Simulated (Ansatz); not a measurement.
LaOF:
```
CELL_PARAMETERS angstrom
      2.02432     1.16874     6.74052
     -2.02432     1.16874     6.74052
      0.00000    -2.33749     6.74052
ATOMIC_POSITIONS crystal
  La 0.74186 0.74186 0.74186
  La 0.25814 0.25814 0.25814
  O  0.62277 0.62277 0.62277
  O  0.37723 0.37723 0.37723
  F  0.87064 0.87064 0.87064
  F  0.12936 0.12936 0.12936
```

Relaxed with r²SCAN.

Problem. Give the Bader charges and basin volumes of the independent atoms, the program Ansatz at the r²SCAN level (PAW).

Solution. 

```
atom  Bader charge (e)  Bader volume (Å³)
----  ----------------  -----------------
La1              +2.21               18.4
O3               -1.37               15.4
F5               -0.84               14.1
```

Space group R-3m. The first step of the workflow began from a Materials Project structure, measured or hypothetical; the Crystallography Open Database files this formula in space group No. 166, but the cells were not matched. Its standing as an ambient phase is unchecked. Symmetry was held in the r²SCAN relaxation; its stability against distortions is not shown here. Spin–orbit coupling is left out wherever it is not named.

Potentials: the later of the program's two PAW sets.
